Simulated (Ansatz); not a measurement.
## Notes on BaTiO₃

```
CELL_PARAMETERS angstrom
4.02724 4.02724 0.00000
0.00000 4.02724 4.02724
4.02724 0.00000 4.02724
ATOMIC_POSITIONS crystal
Ba 0.25000 0.25000 0.25000
Ba 0.75000 0.75000 0.75000
Ti 0.00000 0.00000 0.00000
Ti 0.50000 0.50000 0.50000
O 0.25000 0.75000 0.25000
O 0.75000 0.25000 0.75000
O 0.25000 0.25000 0.75000
O 0.75000 0.75000 0.25000
O 0.25000 0.75000 0.75000
O 0.75000 0.25000 0.25000
```

Level: r2SCAN, with U = 7.36 eV and J = 0.59 eV on Ti d (all-electron-ortho-atomic projectors), no spin polarisation; 500 eV; 6×6×6 Γ-centred mesh; gaussian occupations (width 0.0166 eV); Ansatz 0.2.0, fixed geometry.

Problem. Metal or insulator? Give the gap.

Solution. The gap is 3.07 eV, direct at the points sampled.

Problem. What is the character of the valence top and the conduction bottom?

Solution. Within 0.7 eV of the edges, the states project mainly on O p (94 %) below the gap and on Ti d (92 %) above it.

Problem. Describe some of the short contacts.

Solution. Ti–O at 2.01 Å: least valence density 0.62 e/Å³ and ELF 0.20 there. Ba–O at 2.85 Å: least valence density 0.17 e/Å³ and ELF 0.08 there, a closed-shell (ionic or weak) contact. These are pseudo-fields; inside the PAW spheres they differ from the all-electron ones.

Problem. Give the Bader charges.

Solution. Bader charges in e: Ba +1.57, Ti +2.54, O -1.37. In the mean Ti gives up most and O takes most.

Problem. Is the cell too large or too small?

Solution. The pressure is -1.9 GPa (compression positive), so with the atoms held at these fractions the cell would first shrink.

Origin: a database entry at a rescaled volume.
